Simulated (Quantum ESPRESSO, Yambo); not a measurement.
K2LiScF6 (space group Fm-3m, No. 225). The geometry is that of Materials Project entry mp-1111110, symmetrised and not relaxed again. Chain: norm-conserving PBEsol (Quantum ESPRESSO, 84 Ry, without SOC); G0W0 in Yambo (2×2×2 Γ-centred k mesh, bands 3 to 216 and a 7 Ry block in the screening, 216 bands in G with the Bruneval-Gonze terminator, plasmon pole fitted at 27.2 eV); BSE (4×4×4 mesh, 18 valence and 11 conduction bands, static screening with 89 bands and a 3 Ry block, scissor 5.30 eV, Tamm-Dancoff).

The PBEsol gap (dense path) is 6.81 eV and the PBEsol gap Γ → Γ on the GW mesh is 6.81 eV. The PBEsol smallest direct gap on the GW mesh, at Γ is 6.81 eV, the G0W0 direct gap at that point is 12.11 eV and the G0W0 correction to the gap Γ → Γ is 5.30 eV. The direct gap on the BSE mesh, with the scissor is 12.11 eV and the first BSE state allowed for light along x is 9.26 eV. The lowest BSE state comes out as 8.83 eV and the binding of the lowest exciton is 3.28 eV. The RPA electronic dielectric constant along x is 2.13 (4×4×4 mesh, PBEsol bands).

Rough cost of the Yambo steps against G0W0 for 6 states: BSE about 10×, one RPA spectrum about 1/5.

Nearest settings tried, and what they do to the gap: 142 bands in G: +4 meV; 142 bands in W, 142 bands in G: +85 meV; 6 Ry block (283 vectors against 331): +41 meV. Not varied: mesh. So the settings aren't converged at that level. The k mesh is coarse. The BSE states are vertical excitations (zero momentum). Convergence of the RPA response with its 4×4×4 mesh was not tested. Convergence of the binding with the mesh was not shown.

The structure is a Materials Project entry; no match was found in the copy of COD used, and its stability was not checked.
